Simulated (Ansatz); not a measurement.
ZrBr:
```yaml
crystal:
  lattice:
    - [1.76281, 1.01776, 9.48610]
    - [-1.76281, 1.01776, 9.48610]
    - [0.00000, -2.03552, 9.48610]
  atoms:
    - { symbol: Zr, position: [0.20766, 0.20766, 0.20766] }
    - { symbol: Zr, position: [0.79234, 0.79234, 0.79234] }
    - { symbol: Br, position: [0.39282, 0.39282, 0.39282] }
    - { symbol: Br, position: [0.60718, 0.60718, 0.60718] }
```

Relaxed with r²SCAN+D4. Special points in fractions of this cell's reciprocal vectors: Γ (0.000, 0.000, 0.000); T (0.500, 0.500, 0.500); H2 (0.826, 0.174, 0.500); H0 (0.500, -0.174, 0.174); L (0.500, 0.000, 0.000); S0 (0.337, -0.337, 0.000); S2 (0.663, 0.000, 0.337); F (0.500, 0.000, 0.500).

### Question
List the band energies nearest the Fermi level at these points for the program Ansatz at the r²SCAN+D4 level (PAW).

### Answer
In eV from the Fermi level; about four levels below and three above (degenerate sets whole), none deeper than 8.9 eV; points with the same levels are listed once.

```json
[
 {"k": "Γ", "below": "-4.00 -4.00 -3.07 -1.88", "above": "0.04 0.04 0.60 0.60"},
 {"k": "T", "below": "-4.05 -4.05 -2.48 -2.25", "above": "0.03 0.03 0.63 0.63"},
 {"k": "H2", "below": "-5.60 -2.13 -1.44 -1.43", "above": "0.86 1.21 1.96"},
 {"k": "L", "below": "-4.79 -2.42 -1.60 -1.56", "above": "0.06 0.73 2.95"},
 {"k": "S0", "below": "-5.59 -2.13 -1.44 -1.43", "above": "0.88 1.20 1.97"},
 {"k": "F", "below": "-4.70 -2.53 -1.55 -1.43", "above": "0.08 0.67 2.95"}
]
```

Space group R-3m. The workflow started from an entry of the Crystallography Open Database (COD). Whether it is the stable phase at ambient conditions was not checked. The r²SCAN+D4 relaxation kept the symmetry of its start; whether a distortion lowers the energy is not shown. No spin polarisation was allowed. Spin–orbit coupling is left out wherever it is not named.

Potentials: the later of the program's two PAW sets.
